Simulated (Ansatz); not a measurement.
KI (rock salt)

```cif
data_I4K4
_chemical_formula_sum 'I4 K4'
_space_group_name_H-M_alt 'Fm-3m'
_space_group_IT_number 225
_space_group_name_Hall '-F 4 2 3'
_cell_length_a 7.09154
_cell_length_b 7.09154
_cell_length_c 7.09154
_cell_angle_alpha 90.000
_cell_angle_beta 90.000
_cell_angle_gamma 90.000
loop_
_atom_site_label
_atom_site_type_symbol
_atom_site_symmetry_multiplicity
_atom_site_Wyckoff_symbol
_atom_site_fract_x
_atom_site_fract_y
_atom_site_fract_z
_atom_site_occupancy
I1 I 4 a 0.00000 0.00000 0.00000 1
K1 K 4 b 0.50000 0.50000 0.50000 1
```
(The calculation used a cell of 2 atoms; values per cell refer to that cell.)

E(V) scan at fixed shape, V₀ the volume above. Symmetry pins the atoms to their sites.

Level of theory: r2SCAN (plane waves to 500 eV, PAW, scalar-relativistic; Ansatz, a first-principles code). k mesh 8×8×8 (Γ-centred), Fermi-Dirac smearing 0.05 eV. E stands for the smeared free energy. Stress and pressure are positive under compression. KI was relaxed with its symmetry unable to fall. Spin-orbit coupling is left out, though I is heavy. ΔE is measured from the relaxed starting cell.

```tsv
V (Å³/cell)	ΔE (meV/atom)	P (GPa)
83.81	[?]	0.90
84.88	4.5	0.69
85.95	2.5	0.50
87.02	1.1	0.33
88.09	0.3	0.16
89.16	0.0	0.00
90.23	0.2	-0.14
91.30	0.9	-0.27
92.37	2.0	-0.40
93.44	3.6	-0.51
94.51	5.5	-0.62
```

Task: Some entries are withheld; supply them.

Result: 
- 83.81, ΔE (meV/atom): 7.1

(A scan under strain: stresses follow from slopes of the energy per volume, elastic moduli from its curvatures.)
